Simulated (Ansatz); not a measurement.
Be (hcp (Mg type), P6_3/mmc) at seven volumes, PBEsol in the plane-wave PAW code Ansatz, shape and atoms relaxed at each. One row is withheld.

| V (Å³/atom) | P (GPa) |
|---|---|
| 7.128 | 13.62 |
| 7.363 | 8.47 |
| 7.598 | 3.95 |
| 7.833 | -0.01 |
| 8.068 | ? |
| 8.303 | -6.56 |
| 8.538 | -9.25 |

Fit the shown pressures and predict the withheld one.

Third-order Birch–Murnaghan: P = (3/2)B₀(x^(7/2) − x^(5/2))[1 + (3/4)(B′ − 4)(x − 1)] with x = (V₀/V)^(2/3). Least squares on the six rows gives V₀ = 7.832 Å³/atom, B₀ = 123.8 GPa, B′ = 3.32. At V = 8.068, x = 0.9804 and P = -3.50 GPa. The run itself gave -3.49 GPa.

The PBEsol relaxation kept the symmetry of its start.

Potentials: the earlier of the program's two PAW sets. The files were generated under PBE; for other functionals the program regenerates the frozen cores, and for LDA and PBEsol the local potential too.
